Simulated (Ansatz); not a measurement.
TaRu (space group P4/mmm)

```
CELL_PARAMETERS angstrom
      3.00349     0.00000     0.00000
      0.00000     3.00349     0.00000
      0.00000     0.00000     3.36426
ATOMIC_POSITIONS crystal
  Ta 0.50000 0.50000 0.50000
  Ru 0.00000 0.00000 0.00000
```

The slice is a (0 -1 1) plane (indices of the conventional cell) through the point (0.000, 0.000, 0.000) (fractional), spanned by u = [100] and v = [011] in vectors of this cell: u (3.00 Å) and v (4.51 Å, at 90° to u). It covers one period; positions are fractions (u, v).

Calculation: LDA (plane waves to 420 eV, PAW, scalar-relativistic; Ansatz, a program for electronic structure). k mesh 15×15×14. These are valence fields of a PAW run, semicore shells included where kept as valence: close to a nucleus they are smooth pseudo fields. Spin-orbit coupling is left out, though Ta is heavy. TaRu is run without spin polarisation. TaRu was relaxed with its symmetry unable to fall.

What is the valence density on the shortest Ta–Ru line in this plane (2.71 Å), at its minimum between the atoms?

0.38 e/Å³.

Predict the map of the electrostatic potential energy of an electron, from the cell's mean on the slice.


```
|xxxxxxxxxxxx3388998833xxxxxxxxxx|
|xxxxxxxxxx00558899885500xxxxxxxx|
|xxxxxxxxxx11669999996611xxxxxxxx|
|xxxxxxxx004466888888664400xxxxxx|
|xxxx00003344555555555544330000xx|
|22333344332200000000002233443333|
|77665544000000xxxxxx000000445566|
|8877551100xxxxxxxxxxxxxx00115577|
|88663300xxxxxxxxxxxxxxxxxx003366|
|77550000xxxxxxxxxxxxxxxxxx000055|
|664400xxxxxxxxxxxxxxxxxxxxxx0044|
|554400xxxxxxxxxxxxxxxxxxxxxx0044|
|664400xxxxxxxxxxxxxxxxxxxxxx0044|
|77550000xxxxxxxxxxxxxxxxxx000055|
|88663300xxxxxxxxxxxxxxxxxx003366|
|8877551100xxxxxxxxxxxxxx00115577|
|77665544000000xxxxxx000000445566|
|22333344332200000000002233443333|
|xxxx00003344555555555544330000xx|
|xxxxxxxx004466888888664400xxxxxx|
|xxxxxxxxxx11669999996611xxxxxxxx|
|xxxxxxxxxx00558899885500xxxxxxxx|
|xxxxxxxxxxxx3388998833xxxxxxxxxx|
|xxxxxxxxxxxx3388998833xxxxxxxxxx|
```
Scale: ten equal steps from 6.00 (start of '0') to 14.07 (end of '9'), in the order '0123456789'. Values: electrostatic potential energy of an electron, from the cell's mean, in eV. The map has 16 points along u (two characters each, u = 0 at the left) and 24 along v (v = 0 in the bottom row). Points within 1 Å of a nucleus are blanked (x), as the pseudised field means little there. Values under 6 eV are set to 6. The zero, the cell's mean, hangs on the PAW cores.
